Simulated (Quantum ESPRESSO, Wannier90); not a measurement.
Tight-binding from DFT: AlGaAs2 (R3m)

```yaml
crystal:
  lattice:
    - [-2.00566, 3.47391, 0.00000]
    - [-4.01132, 0.00000, 0.00000]
    - [-2.00566, 1.15797, 6.54588]
  atoms:
    - { symbol: Al, position: [0.00024, 0.00024, 0.99928] }
    - { symbol: Ga, position: [0.49986, 0.49986, 0.50041] }
    - { symbol: As, position: [0.87516, 0.87516, 0.37453] }
    - { symbol: As, position: [0.37472, 0.37472, 0.87583] }
```

Structure: Materials Project mp-1228891, symmetrised, not relaxed again. Not found in the COD (Crystallography Open Database) copy used; not checked further. Computed values, not measurements, from PBEsol: Quantum ESPRESSO (norm-conserving PseudoDojo potentials, cutoff 68 Ry, spinors with spin-orbit coupling) on a Γ-centred 4×4×4 mesh, then Wannier90. Density: 10×10×10 mesh, Gaussian smearing 0.01 Ry.

Base run: 32 functions from bands 31-82 of the 82 computed, start hydrogen-like Al: s;p; Ga: s;p; As: s;p, centres 0.05 Å off the atoms, frozen window up to 2.21 eV relative to the valence-band maximum, outer window open. One setting was then changed (edges relative to the valence-band maximum; misfit to pw.x on a path, for states up to 1.7 eV relative to the valence-band maximum).

```tsv
run	Ω_I (Å²)	rms misfit (meV)	worst (meV)
base	44.95	23	119
changed	42.27	74	675
```

Q: Which change was made?
A. outer window to 10.37 eV
B. frozen window to 1.21 eV
C. no frozen window

A: B, frozen window to 1.21 eV. The others give:

| run | Ω_I (Å²) | rms misfit (meV) | worst (meV) |
|---|---|---|---|
| no frozen window | 40.25 | 225 | 1069 |
| outer window to 10.37 eV | 60.50 | 62 | 272 |
